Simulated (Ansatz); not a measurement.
ZrAl:
Space group Cmcm (No. 63); a = 3.314 Å, b = 10.853 Å, c = 4.271 Å, α = β = γ = 90.00°

```json
[
 {"atom": "Zr", "site": "4c", "symmetry": "m2m", "x": "0.0000", "y": "0.1603", "z": "0.2500"},
 {"atom": "Al", "site": "4c", "symmetry": "m2m", "x": "0.0000", "y": "0.4288", "z": "0.2500"}
]
```
(The calculation used a cell of 4 atoms; values per cell refer to that cell.)

Relaxed at zero pressure with the program Ansatz at the PBEsol level (PAW).

Problem. The volume is lowered by 3 % and shape and atoms relax at that volume. What pressure results, and how do the axes share the change?

Solution. 3.7 GPa; a -1.2 %, b -0.9 %, c -0.9 %; the energy rises by 6 meV/atom.

Problem. Give the new structure.

Solution. 
Space group Cmcm (No. 63); a = 3.2725 Å, b = 10.7543 Å, c = 4.2334 Å, α = 90.00°, β = 90.00°, γ = 90.00°

| atom | site | symmetry | x | y | z |
|---|---|---|---|---|---|
| Zr | 4c | m2m | 0.0000 | 0.1605 | 0.2500 |
| Al | 4c | m2m | 0.0000 | 0.4291 | 0.2500 |

The phase is kept; no other phase was compared at this pressure.

The first step of the workflow began from a Materials Project structure, measured or hypothetical; the Crystallography Open Database copy checked does not list it. Its standing as an ambient phase is unchecked. The cell was relaxed with PBEsol under the symmetry of its start; its stability against distortions is not shown here. No spin polarisation was allowed. Axis ratios of metals converge slowly with the k-mesh, so a and c are less sure than the volume.

Potentials: the later of the program's two PAW sets.
